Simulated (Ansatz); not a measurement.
## Trial structure types under relaxation

These are results of Ansatz, DFT r2SCAN, scalar-relativistic, plane waves, PAW, not measurements. All cells share a 500 eV cutoff and Γ-centred k meshes spaced at most 0.3 Å⁻¹ (0.19 for metals, 2π included).

Each formula is placed on the named type at a guessed volume, then cell and atoms relax at zero pressure without lowering the symmetry. Keeping the type says nothing about stability against other structures or lower symmetry. Neighbours of unlike kind are counted within 25 % of the shortest distance of their pair. The atoms listed around a site end at a clear gap in distance instead, so their number can differ.

Spin–orbit coupling is left out.

Run without spin polarisation, though moments may exist and would change the cell: CsTi.

(1) Does Na3Ru keep the TiAl3 (D0_22) type (I4/mmm, No. 139), with Ru for Ti, Na for Al?

(2) Sb2S on the anti-cadmium chloride type (R-3m, No. 166), with S for Cd, Sb for Cl: does the type hold?

(3) In3As on the Ni3Sn (D0_19) type (P6_3/mmc, No. 194), with As for Sn, In for Ni: does the type hold?

(4) Does CsTi keep the CuAu (L1_0) type (P4/mmm, No. 123), with Cs for Cu, Ti for Au?

Results:

(1) Yes: a = 4.368 Å, c = 9.173 Å. Na on Wyckoff site b (1 atom of the primitive cell) has 4 Ru at 3.09 Å and 8 Na at 3.17 Å; Na on Wyckoff site d (2 atoms of the primitive cell) is coordinated by 8 Na at 3.09–3.17 Å and 4 Ru at 3.17 Å; Ru is coordinated by 12 Na at 3.09–3.17 Å.

(2) Yes: a = 3.952 Å, c = 16.956 Å. Around Sb lie 3 S at 2.94 Å and 3 Sb at 3.00 Å; S has 6 Sb at 2.94 Å.

(3) No. It keeps the space group, but the neighbours change from In 4 As; As 12 In to In 2 As; As 6 In, with a = 8.083 Å, c = 3.863 Å. In has 2 As at 2.89 Å and 4 In at 3.17 Å (next In at 3.72 Å); As has 6 In at 2.89 Å.

(4) Only loosely: the neighbours of unlike kind stay the same, but the proportions of the cell change a good deal: a = 3.238 Å, c = 6.903 Å. Cs has 4 Cs at 3.24 Å; Ti has 4 Ti at 3.24 Å.